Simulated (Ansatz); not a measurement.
This run works on a proposed trial structure, not on a known crystal.

Input and command of a plane-wave DFT calculation in Ansatz:

```yaml
crystal:
  lattice:
    - [3.1630232756, 0.0, 0.0]
    - [-1.5815116378, 2.7392585094, 0.0]
    - [0.0, 0.0, 23.3774083234]
  atoms:
    - { symbol: Hf, position: [0.6666666667, 0.3333333333, 0.443833194] }
    - { symbol: Hf, position: [0.3333333333, 0.6666666667, 0.556166806] }
    - { symbol: Hf, position: [0.0, 0.0, 0.9256374254] }
    - { symbol: Hf, position: [0.0, 0.0, 0.0743625746] }
    - { symbol: Hf, position: [0.0, 0.0, 0.2220711534] }
    - { symbol: Hf, position: [0.0, 0.0, 0.7779288466] }
    - { symbol: Hf, position: [0.6666666667, 0.3333333333, 0.6634857184] }
    - { symbol: Hf, position: [0.3333333333, 0.6666666667, 0.3365142816] }
    - { symbol: B, position: [0.3333333333, 0.6666666667, 0.1484591511] }
    - { symbol: B, position: [0.6666666667, 0.3333333333, 0.1495129368] }
    - { symbol: B, position: [0.3333333333, 0.6666666667, 0.9995678907] }
    - { symbol: B, position: [0.6666666667, 0.3333333333, 0.0004321093] }
    - { symbol: B, position: [0.6666666667, 0.3333333333, 0.8515408489] }
    - { symbol: B, position: [0.3333333333, 0.6666666667, 0.8504870632] }
basis:
  ecutwfc: 420
kpoints:
  mp_grid: { grid: [12, 12, 2] }
hamiltonian:
  xc: pbe
scf:
  occupations: { method: gaussian, width: 0.1 }
output:
  forces: true
  stress: true
  eigenvalues: true
relax:
  adjacent_minimum: "off"
  f_tol: 0.01
  max_steps: 80
  cell: { stress_tol: 0.05 }
```

```bash
ansatz run input.yaml --threads 1 --pin off --max-ram 2560MiB --backend cpu --events-out ev --progress --plain --runs-dir out
```

Processor: AMD EPYC 7R43 64-Core Processor (Zen 3), 1 thread, on a host shared with other jobs.

Problem. How long does it run, and how much memory does it take?

Solution. About 3.7 min, peak memory 1.1 GiB. It solves 136 bands at 38 k points (after reduction by symmetry) with about 3943 plane waves (on the last cell), in 36 SCF iterations over 4 ionic steps.
